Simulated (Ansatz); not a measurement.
RbCrF$_{6}$:
```xyz
8
Lattice="3.7309 2.1540 2.4806 -3.7309 2.1540 2.4806 0.0000 -4.3081 2.4806" Properties=species:S:1:pos:R:3 pbc="T T T"
Rb     0.0000     0.0000     0.0000
Cr     0.0000     0.0000     3.7210
F     -0.3629     1.3990     4.7405
F      0.3629    -1.3990     2.7014
F     -1.0301    -1.0138     4.7405
F      1.0301     1.0138     2.7014
F      1.3930    -0.3852     4.7405
F     -1.3930     0.3852     2.7014
```
The run is spin-polarised; directions of the spins, atom by atom: 0 ↑ 0 0 0 0 0 0.

Relaxed with r²SCAN.

Q: Give the Bader charges and basin volumes of the independent atoms, DFT-r²SCAN in the program Ansatz with PAW potentials.

A: 

```
atom  Bader charge (e)  Bader volume (Å³)
----  ----------------  -----------------
Rb1              +0.95               25.0
Cr2              +2.48                5.7
F3               -0.57               14.8
```

Space group R-3. The workflow started from a Materials Project entry (that database holds measured and hypothetical structures alike); the Crystallography Open Database copy checked does not list it. Its standing as an ambient phase is unchecked. The cell was relaxed with r²SCAN under the symmetry of its start; whether a distortion lowers the energy is not shown. Magnetic state: ferromagnetic, the only order run, not a proven ground state. The cell computed holds one magnetic atom, so no antiferromagnetic order was within reach. Other orbital occupations within this spin state were not tried. No Hubbard U is applied.

Potentials: the later of the program's two PAW sets.
